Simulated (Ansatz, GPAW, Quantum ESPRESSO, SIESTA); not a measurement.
## GaGe: programs and potentials compared

```xyz
2
Lattice="0.0000 2.8978 2.8978 2.8978 0.0000 2.8978 2.8978 2.8978 0.0000" Properties=species:S:1:pos:R:3 pbc="T T T"
Ge    0.0000    0.0000    0.0000
Ga    1.4489    1.4489    1.4489
```

The cell comes from a database or a generator and needn't be the stable form of this composition.

Alike in all runs: task band structure; functional LDA; k mesh 8 × 8 × 8; occupations fermi-dirac, width 0.05 eV; no spin polarisation; no spin-orbit coupling. LDA stands for any of its common fits. Pressure is positive in compression and, in plane waves, holds the error of the finite cutoff, which Ansatz's Pulay term estimates and takes out.

| program and potentials | plane-wave cutoff (eV) | notes | pressure (GPa) |
| --- | --- | --- | --- |
| Ansatz, Ansatz PAW | 420 | potentials made for PBE, which Ansatz adapts in part; 13.5 valence electrons an atom on average; Pulay term of +0.02 GPa included | -4.11 |
| SIESTA, files PseudoDojo sr-lda-0.4.1-standard, DZP (energy shift 0.003 Ry; two zetas on semicore shells) | - | atomic basis; 13.5 valence electrons an atom on average | -3.56 |
| Quantum ESPRESSO, GBRV 1.5 LDA | 762 | 16.5 valence electrons an atom on average | -4.11 |
| Ansatz, all-electron LAPW, scalar-relativistic | - | - | -4.09 |
| GPAW, the program's PAW data sets (release 1.2.1) made for this functional | 600 | 3.5 valence electrons an atom on average | -3.52 |

The pressure spans -4.11 (Quantum ESPRESSO, GBRV 1.5 LDA) to -3.52 GPa (GPAW, the program's PAW data sets (release 1.2.1) made for this functional), with all-electron results at -4.09. Rows in atomic bases carry the error of their basis and grid, which can be large.

Differences between rows come from potentials, basis sets and numerical settings, since the functional is the same but for its coding. Runs on potential files found faulty are left out.
